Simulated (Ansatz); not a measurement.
SnC:
Space group P6₃mc (No. 186); a = 3.5915 Å, b = 3.5915 Å, c = 5.8798 Å, α = 90.00°, β = 90.00°, γ = 120.00°

| atom | site | symmetry | x | y | z |
|---|---|---|---|---|---|
| Sn | 2b | 3m. | 0.3333 | 0.6667 | 0.0003 |
| C | 2b | 3m. | 0.6667 | 0.3333 | 0.1247 |

Relaxed with PBE.

### Question
Which orbitals make up the states near the band edges in plane-wave PAW PBE (Ansatz code)?

### Answer
Top 1 eV of the valence band: C 2p 84 %, Sn 5p 13 %. Bottom 1 eV of the conduction band: C 2s 34 %, Sn 5s 31 %, C 2p 23 %, Sn 5p 8 %. Projections are on Löwdin-orthogonalised atomic valence shells; empty p or d shells of many metals are not among them.

### Question
Tabulate the density of states.

### Answer
States/eV per cell of 4 atoms, in 0.25 eV bins, energy from the valence-band maximum.

| E (eV) | total | C 2p | Sn 5p | Sn 5s |
|---|---|---|---|---|
| -7.85 | 0.00 | 0.00 | 0.00 | 0.00 |
| -7.60 | 0.01 | 0.00 | 0.00 | 0.00 |
| -7.35 | 1.30 | 0.57 | 0.15 | 0.54 |
| -7.10 | 2.58 | 1.11 | 0.26 | 1.10 |
| -6.85 | 1.97 | 0.83 | 0.24 | 0.74 |
| -6.60 | 1.21 | 0.51 | 0.16 | 0.40 |
| -6.35 | 1.12 | 0.47 | 0.15 | 0.35 |
| -6.10 | 1.18 | 0.49 | 0.15 | 0.35 |
| -5.85 | 1.06 | 0.45 | 0.14 | 0.29 |
| -5.60 | 0.82 | 0.35 | 0.11 | 0.20 |
| -5.35 | 0.72 | 0.31 | 0.10 | 0.16 |
| -5.10 | 0.79 | 0.35 | 0.17 | 0.13 |
| -4.85 | 0.95 | 0.45 | 0.25 | 0.12 |
| -4.60 | 1.30 | 0.66 | 0.44 | 0.11 |
| -4.35 | 1.47 | 0.76 | 0.48 | 0.12 |
| -4.10 | 1.24 | 0.65 | 0.39 | 0.10 |
| -3.85 | 1.56 | 0.84 | 0.49 | 0.11 |
| -3.60 | 1.85 | 1.03 | 0.58 | 0.11 |
| -3.35 | 1.86 | 1.07 | 0.59 | 0.09 |
| -3.10 | 1.94 | 1.16 | 0.60 | 0.09 |
| -2.85 | 2.39 | 1.48 | 0.72 | 0.09 |
| -2.60 | 2.16 | 1.37 | 0.63 | 0.07 |
| -2.35 | 2.90 | 1.91 | 0.82 | 0.07 |
| -2.10 | 2.72 | 1.86 | 0.71 | 0.06 |
| -1.85 | 3.59 | 2.56 | 0.87 | 0.05 |
| -1.60 | 2.79 | 2.04 | 0.63 | 0.04 |
| -1.35 | 2.21 | 1.67 | 0.45 | 0.02 |
| -1.10 | 1.62 | 1.26 | 0.29 | 0.02 |
| -0.85 | 1.15 | 0.93 | 0.18 | 0.01 |
| -0.60 | 0.84 | 0.71 | 0.11 | 0.00 |
| -0.35 | 0.54 | 0.47 | 0.05 | 0.00 |
| -0.10 | 0.18 | 0.16 | 0.01 | 0.00 |
| 0.15 | 0.00 | 0.00 | 0.00 | 0.00 |
| 0.40 | 0.00 | 0.00 | 0.00 | 0.00 |
| 0.65 | 0.00 | 0.00 | 0.00 | 0.00 |
| 0.90 | 0.00 | 0.00 | 0.00 | 0.00 |
| 1.15 | 0.01 | 0.00 | 0.00 | 0.00 |
| 1.40 | 0.03 | 0.01 | 0.00 | 0.01 |
| 1.65 | 0.06 | 0.01 | 0.01 | 0.02 |
| 1.90 | 0.36 | 0.04 | 0.11 | 0.07 |
| 2.15 | 0.91 | 0.11 | 0.31 | 0.18 |
| 2.40 | 1.80 | 0.25 | 0.62 | 0.35 |
| 2.65 | 2.21 | 0.35 | 0.76 | 0.41 |
| 2.90 | 2.53 | 0.47 | 0.86 | 0.46 |
| 3.15 | 3.06 | 0.65 | 0.98 | 0.57 |
| 3.40 | 2.04 | 0.48 | 0.62 | 0.40 |
| 3.65 | 1.23 | 0.34 | 0.34 | 0.26 |
| 3.90 | 1.26 | 0.39 | 0.33 | 0.27 |
| 4.15 | 0.83 | 0.27 | 0.21 | 0.16 |
| 4.40 | 2.00 | 0.63 | 0.62 | 0.35 |
| 4.65 | 4.39 | 1.35 | 1.55 | 0.76 |
| 4.90 | 2.73 | 0.86 | 0.95 | 0.53 |
| 5.15 | 3.08 | 1.03 | 1.05 | 0.55 |
| 5.40 | 1.68 | 0.53 | 0.66 | 0.22 |
| 5.65 | 1.15 | 0.33 | 0.52 | 0.13 |

Space group P6_3mc (wurtzite). The start of the workflow was typed in or built on a structure type; neither database checked (COD, Materials Project) lists it. Whether it is the stable phase at ambient conditions was not checked. The cell was relaxed with PBE under the symmetry of its start; its stability against distortions is not shown here. Its formation energy is positive at this level, so the cell may be metastable or incomplete. Scalar-relativistic: spin–orbit coupling is off unless named, which matters more the heavier the elements.

Potentials: the earlier of the program's two PAW sets.
